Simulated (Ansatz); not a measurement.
Phonons of HfO2 (tetragonal-ZrO2 type, space group P4_2/nmc) at Γ, X = (0.5, 0.0, 0.0), M = (0.5, 0.5, 0.0), Z = (0.0, 0.0, 0.5).

HfO2 (tetragonal-ZrO2 type, space group P4_2/nmc)

```
HfO2
1.0
    3.60482     0.00000     0.00000
    0.00000     3.60482     0.00000
    0.00000     0.00000     5.26502
Hf O
2 4
Cartesian
  0.00000   0.00000   0.00000
  1.80241   1.80241   2.63251
  0.00000   1.80241   1.01740
  0.00000   1.80241   3.64991
  1.80241   0.00000   1.61511
  1.80241   0.00000   4.24762
```

Level of theory: PBE (plane waves to 420 eV, PAW, scalar-relativistic; Ansatz, an electronic-structure program). Harmonic phonons by density-functional perturbation theory on a 8×8×6 k mesh, in cm⁻¹; i marks imaginary ones, q is in fractions of the reciprocal vectors of the cell shown, and the three acoustic modes at Γ are left out. The non-analytic (LO-TO) term is not included, so polar modes at Γ have their transverse values. HfO2 is run without spin polarisation. HfO2 was relaxed with its symmetry unable to fall. Spin-orbit coupling is left out, though Hf is heavy. The PAW data are Ansatz's earlier set. This is a high-temperature form of HfO2.

```tsv
q	wavenumbers (cm⁻¹)
Γ	22 (×2), 93 (×2), 208, 305, 309, 417 (×2), 448 (×2), 573, 627, 647 (×2)
X = (0.5, 0.0, 0.0)	71 (×2), 105 (×2), 184 (×2), 269 (×2), 312 (×2), 359 (×2), 546 (×2), 565 (×2), 680 (×2)
M = (0.5, 0.5, 0.0)	45 (×2), 135 (×2), 154 (×2), 178 (×2), 252 (×2), 362 (×2), 528 (×2), 584 (×2), 703 (×2)
Z = (0.0, 0.0, 0.5)	22i (×2), 8 (×2), 102 (×2), 153 (×2), 392 (×2), 466 (×2), 478 (×2), 608 (×2), 647 (×2)
```

The structure is unstable at this level: the lowest mode is 22i cm⁻¹ at Z = (0.0, 0.0, 0.5).

Highest mode: 703 cm⁻¹ at M = (0.5, 0.5, 0.0).
